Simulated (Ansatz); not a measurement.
LaRu2 (cubic Laves (MgCu2 type), space group No. 227) under volume change, the program Ansatz at the r²SCAN level (PAW), scaled uniformly.

| V (Å³/atom) | E − E(relaxed) (meV/atom) | P (GPa) |
|---|---|---|
| 17.145 | ___ | ___ |
| 17.710 | 35.9 | 10.74 |
| 18.276 | ___ | ___ |
| 18.841 | 0.0 | 0.00 |
| 19.406 | 7.6 | -4.22 |
| 19.971 | 29.0 | -7.82 |
| 20.536 | 62.2 | -10.89 |

Question: Complete the blanks.

Answer: 
- 17.145, E − E(relaxed) (meV/atom): 85.4
- 17.145, P (GPa): 17.53
- 18.276, E − E(relaxed) (meV/atom): 8.5
- 18.276, P (GPa): 4.95

Question: What does a third-order Birch–Murnaghan fit give for V₀, B₀ and B′?

Answer: V₀ = 18.84 Å³/atom, B₀ = 152 GPa, B′ = 4.3.

Space group Fd-3m (cubic Laves (MgCu2 type)). The workflow started from an entry of the Crystallography Open Database (COD). Its standing as an ambient phase is unchecked. The r²SCAN relaxation kept the symmetry of its start; whether a distortion lowers the energy is not shown. The run is not spin-polarised. Spin–orbit coupling is left out wherever it is not named.

Potentials: the later of the program's two PAW sets.
